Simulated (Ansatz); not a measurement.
The relaxed structure here is a generated cell of TiB2: the first start was made by placing the elements on the sites of a structure type, and the end was not matched to a known phase here, so it may be hypothetical. Known forms of TiB2 include space group No. 191.

The end point of a relaxation of TiB₂. Space group C222₁ (No. 20). All values below come from PBE (plane waves to 420 eV, PAW, scalar-relativistic; Ansatz, an electronic-structure program).

```cif
data_B16Ti8
_chemical_formula_sum 'B16 Ti8'
_space_group_name_H-M_alt 'C2221'
_space_group_IT_number 20
_space_group_name_Hall 'C 2c 2'
_cell_length_a 4.43496
_cell_length_b 7.57456
_cell_length_c 7.20068
_cell_angle_alpha 90.000
_cell_angle_beta 90.000
_cell_angle_gamma 90.000
loop_
_space_group_symop_operation_xyz
  'x, y, z'
  '-x, -y, z+1/2'
  'x, -y, -z'
  '-x, y, -z+1/2'
  'x+1/2, y+1/2, z'
  '-x+1/2, -y+1/2, z+1/2'
  'x+1/2, -y+1/2, -z'
  '-x+1/2, y+1/2, -z+1/2'
loop_
_atom_site_label
_atom_site_type_symbol
_atom_site_symmetry_multiplicity
_atom_site_Wyckoff_symbol
_atom_site_fract_x
_atom_site_fract_y
_atom_site_fract_z
_atom_site_occupancy
B1 B 4 b 0.00000 0.42538 0.25000 1
B2 B 4 a 0.91851 0.00000 0.00000 1
B3 B 8 c 0.14380 0.09935 0.82718 1
Ti1 Ti 8 c 0.28672 0.18583 0.11417 1
```
(The calculation used a cell of 12 atoms; values per cell refer to that cell.)

For TiB2, the volume per atom is 10.08 Å³ and the density is 3.82 g/cm³. The band gap is no gap (metallic) and the shortest distances is B–B 1.69 Å; B–Ti 2.26 Å; Ti–Ti 2.72 Å. The k-mesh comes out as 10×10×5.

Band energies at high-symmetry points (eV from the Fermi level; labels of this space group; no spin-orbit coupling), from −5 eV up to 2.4 eV:

| point | energies |
|---|---|
| Γ | -4.37 -3.71 -3.46 -3.36 -2.83 -2.64 -2.54 -1.98 -1.56 -1.25 -1.18 0.05 0.11 0.34 0.93 1.07 1.81 2.14 2.20 |
| Y | -4.01 -2.69 -2.64 -2.32 -2.01 -1.40 -1.38 -1.23 -0.24 -0.22 0.00 0.33 1.28 1.46 1.47 1.72 1.92 2.08 2.22 |
| C0 | -4.12 -3.62 -2.93 -2.39 -2.35 -2.09 -1.47 -1.05 -0.97 -0.58 -0.25 0.40 0.58 0.95 1.06 1.43 1.58 1.85 1.95 2.29 2.35 |
| Σ0 | -4.12 -3.62 -2.93 -2.39 -2.35 -2.09 -1.47 -1.05 -0.97 -0.58 -0.25 0.40 0.58 0.95 1.06 1.43 1.58 1.85 1.95 2.29 2.35 |
| Z | -3.93 -3.93 -3.36 -3.36 -2.65 -2.65 -1.83 -1.83 -1.62 -1.62 -0.79 -0.79 0.25 0.25 1.07 1.07 2.10 2.10 2.30 2.30 |
| A0 | -4.40 -4.40 -3.66 -3.66 -2.56 -2.56 -1.91 -1.91 -0.94 -0.94 0.08 0.08 0.60 0.60 0.83 0.83 1.21 1.21 1.69 1.69 |
| E0 | -4.40 -4.40 -3.66 -3.66 -2.56 -2.56 -1.91 -1.91 -0.94 -0.94 0.08 0.08 0.60 0.60 0.83 0.83 1.21 1.21 1.69 1.69 |
| T | -3.70 -3.70 -2.78 -2.78 -1.38 -1.38 -0.98 -0.98 -0.85 -0.85 0.70 0.70 1.04 1.04 1.80 1.80 2.14 2.14 |

No spin polarisation in the result.

The run could not lose the symmetry of its start, so the end can be a saddle point.
